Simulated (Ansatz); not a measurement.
SiGe:
```
SiGe
1.0
    3.90389     0.00000     0.00000
   -1.95194     3.38087     0.00000
    0.00000     0.00000     6.45333
Si Ge
2 2
Cartesian
  1.95194   1.12696   5.64329
  0.00000   2.25391   2.41663
  1.95194   1.12696   3.23003
  0.00000   2.25391   0.00337
```

This is the r²SCAN-relaxed structure. x, y and z are the axes in which the lattice vectors are written.

Q: All from plane-wave PAW r²SCAN (Ansatz code), unless another level is named. Predict the Young's modulus.

A: 153 GPa.

Q: Give the piezoelectric stress constants (proper, relaxed ions, C/m²).

A: e33 = 0.02.

Space group P6_3mc (wurtzite). The first step of the workflow began from a Materials Project structure, measured or hypothetical; the Crystallography Open Database copy checked does not list it. Whether it is the stable phase at ambient conditions was not checked. The cell was relaxed with r²SCAN under the symmetry of its start; of distortions, only those at the zone centre were tested.

Potentials: the earlier of the program's two PAW sets.
